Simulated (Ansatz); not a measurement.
**Ga4Sb3As: phonons across the zone**

These are results of DFT PBE, scalar-relativistic, plane waves, PAW in Ansatz 0.2.0, not measurements. Plane waves to 420 eV; Γ-centred k mesh 10×6×6; Fermi-Dirac smearing of 0.15 eV. No spin polarisation. Phonons by linear response, acoustic sum rule imposed.

Relaxed structure:
```yaml
crystal:
  lattice:
    - [4.31524, 0.00000, 0.00000]
    - [0.00000, 8.63022, 0.00000]
    - [0.00000, 0.00000, 6.09443]
  atoms:
    - { symbol: Ga, position: [0.00000, 0.76357, 0.00859] }
    - { symbol: Ga, position: [0.50000, 0.50000, 0.50814] }
    - { symbol: Ga, position: [0.00000, 0.23643, 0.00859] }
    - { symbol: Ga, position: [0.50000, 0.00000, 0.47558] }
    - { symbol: Sb, position: [0.50000, 0.75738, 0.74985] }
    - { symbol: Sb, position: [0.00000, 0.50000, 0.24991] }
    - { symbol: Sb, position: [0.50000, 0.24262, 0.74985] }
    - { symbol: As, position: [0.00000, 0.00000, 0.24948] }
```

The cell was found from a structure generator's guess, not taken from experiment. In a metal, frequencies and elastic constants depend on the k mesh and the smearing, soft modes and shear constants most. Some empty bands missed the eigensolver's threshold. Spin–orbit coupling is left out, which matters for heavy elements. The q mesh is coarse, so values between its points are rough.

Force constants from linear response on a 2×1×1 q mesh.

Question: Is the structure dynamically stable on this mesh?

Answer: Yes, on this mesh: no mode is imaginary. Between the mesh points the interpolation dips to 9i cm⁻¹.

Question: Give the frequencies (cm⁻¹; i marks imaginary ones) at the irreducible q points, in fractions of the reciprocal vectors.

Answer:
```tsv
q	star	frequencies
0.000 0.000 0.000	1	0 0 0 52 53 57 63 75 77 119 125 159 184 184 198 199 201 203 204 208 208 216 227 228
-0.500 0.000 0.000	1	52 54 56 56 57 61 76 77 119 124 159 163 183 190 190 194 197 198 200 203 206 211 221 224
```
